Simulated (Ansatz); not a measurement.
LiAgC₂: what symmetry allows forces and stress to be

```yaml
crystal:
  lattice:
    - [3.88137, 0.00000, 0.00000]
    - [-1.94068, 3.36136, 0.00000]
    - [0.00000, 0.00000, 5.89303]
  atoms:
    - { symbol: Li, position: [0.00000, 0.00000, 0.50000] }
    - { symbol: Ag, position: [0.66667, 0.33333, 0.00000] }
    - { symbol: C, position: [0.66667, 0.33333, 0.65623] }
    - { symbol: C, position: [0.66667, 0.33333, 0.34377] }
```

Theory: DFT PBE, scalar-relativistic, plane waves, PAW (Ansatz 0.2.0).

Settings: cutoff 420 eV, Γ-centred mesh 9×9×6 on the computed 4-atom cell, Gaussian smearing of 0.02 eV; no spin polarisation.

This distorted cell has space group P-6m2, with 12 operations.

Q: Without a calculation: in which directions can each atom feel a force?

A: A force must be left unchanged by every operation that keeps its atom in place, so it lies in the space that those operations leave fixed. Atoms that the group maps onto each other feel forces of one size.
```tsv
atom	site symmetry	operations at the site	equivalent to atom	allowed force (Cartesian)
Li1	-6m2	12	1	none
Ag2	-6m2	12	2	none
C3	3m.	6	3	along (0.00, 0.00, 1.00)
C4	3m.	6	3	along (0.00, 0.00, 1.00)
```

That leaves 1 independent force component of 12. A relaxation in this cell that keeps the symmetry moves the atoms in these directions alone.

Q: And the stress tensor?

A: It must be invariant under the point group, which leaves 2 independent components: yz, xz, xy vanish; xx = yy.

Q: Do the computed values obey this?

A: Yes. Forces (eV/Å):
```
Li1  0.000  0.000  0.000
Ag2  0.000  0.000  0.000
C3   0.000  0.000 -8.801
C4   0.000  0.000  8.801
```

Stress (GPa, compression positive, xx yy zz yz xz xy): -0.35 -0.35 -37.67 0.00 0.00 0.00. The program imposes the same operations on density, forces and stress, so this confirms the analysis and is no independent test of the calculation.

The smearing is narrow for a metal on this mesh.